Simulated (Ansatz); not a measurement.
Consider the following.

WN$_{2}$:
```
CELL_PARAMETERS angstrom
     -2.99284     2.99284     4.23319
      2.99284    -2.99284     4.23319
      2.99284     2.99284    -4.23319
ATOMIC_POSITIONS crystal
  W  0.50000 0.50000 0.00000
  W  0.25000 0.75000 0.50000
  N  0.87500 0.62444 0.24944
  N  0.37556 0.62500 0.25056
  N  0.37500 0.62556 0.75056
  N  0.37444 0.12500 0.74944
```

This is the LDA-relaxed structure.

All from the program Ansatz at the LDA level (PAW), unless another level is named. Estimate the Born charges (a third of the trace).

W +10.44, N -5.22 e.

What about the static dielectric constant ε0 (ions relaxed, cell fixed)?

24.1.

And the electronic dielectric constant ε∞ (DFPT)?

10.3.

Space group Fd-3m. The first step of the workflow began from a Materials Project structure, measured or hypothetical; the Crystallography Open Database copy checked does not list it. Whether it is the stable phase at ambient conditions was not checked. The LDA relaxation kept the symmetry of its start; its stability against distortions is not shown here. The run is not spin-polarised. Scalar-relativistic: spin–orbit coupling is off unless named, which matters more the heavier the elements.

Potentials: the later of the program's two PAW sets.
